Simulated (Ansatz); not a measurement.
According to plane-wave PAW r²SCAN (Ansatz code), RuPtN2 in the trigonal phase (R-3m; Ru on 3b, Pt on 3a, N on 6c) relaxes to a = 2.831 Å, c = 19.153 Å. Ru has 6 nearest neighbours from 2.05 Å (octahedral); Pt has 2 nearest neighbours from 1.96 Å (linear). Against the elements it lies at 35 kJ/mol-atom, with no fitted shifts.

Electronic character: metallic (no gap). The magnetic state found is ferromagnetic. The net moment is 0.19 μB per atom.

The start of the workflow was typed in or built on a structure type; neither database checked (COD, Materials Project) lists it. Its standing as an ambient phase is unchecked. The r²SCAN relaxation kept the symmetry of its start; its stability against distortions is not shown here. The final state is ferromagnetic, the only order run, not a proven ground state. Its formation energy is positive at this level, so the cell may be metastable or incomplete. Other orbital occupations within this spin state were not tried. No Hubbard U is applied. The references are the lowest solids computed at this level, not always the standard phases (solids in place of the gases). Scalar-relativistic: spin–orbit coupling is off unless named, which matters more the heavier the elements.

Potentials: the later of the program's two PAW sets.
